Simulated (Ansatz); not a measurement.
Sc₃Si₅:
Space group P-62c (No. 190); a = 6.352 Å, b = 6.352 Å, c = 7.803 Å, α = 90.00°, β = 90.00°, γ = 120.00°

| atom | site | symmetry | x | y | z |
|---|---|---|---|---|---|
| Sc | 6g | .2. | 0.3283 | 0.3283 | 0.0000 |
| Si | 6h | m.. | 0.0715 | 0.4042 | 0.2500 |
| Si | 2b | -6.. | 0.0000 | 0.0000 | 0.2500 |
| Si | 2d | -6.. | 0.6667 | 0.3333 | 0.2500 |

Relaxed at zero pressure with the program Ansatz at the r²SCAN level (PAW).

**Question.** The volume is raised by 6 % and shape and atoms relax at that volume. What pressure results, and how do the axes share the change?

**Answer.** -5.0 GPa; a 2.1 %, b 2.1 %, c 1.6 %; the energy rises by 17 meV/atom.

**Question.** Give the new structure.

**Answer.** 
Space group P-62c (No. 190); a = b = 6.488 Å, c = 7.930 Å, α = β = 90.00°, γ = 120.00°

```
atom  site  symmetry       x       y       z
----  ----  --------  ------  ------  ------
Sc      6g       .2.  0.3299  0.3299  0.0000
Si      6h       m..  0.0656  0.3973  0.2500
Si      2b      -6..  0.0000  0.0000  0.2500
Si      2d      -6..  0.6667  0.3333  0.2500
```

The phase is kept; no other phase was compared at this pressure.

The start of the workflow was typed in or built on a structure type; neither database checked (COD, Materials Project) lists it. Whether it is the stable phase at ambient conditions was not checked. The cell was relaxed with r²SCAN under the symmetry of its start; its stability against distortions is not shown here. No spin polarisation was allowed.

Potentials: the earlier of the program's two PAW sets.
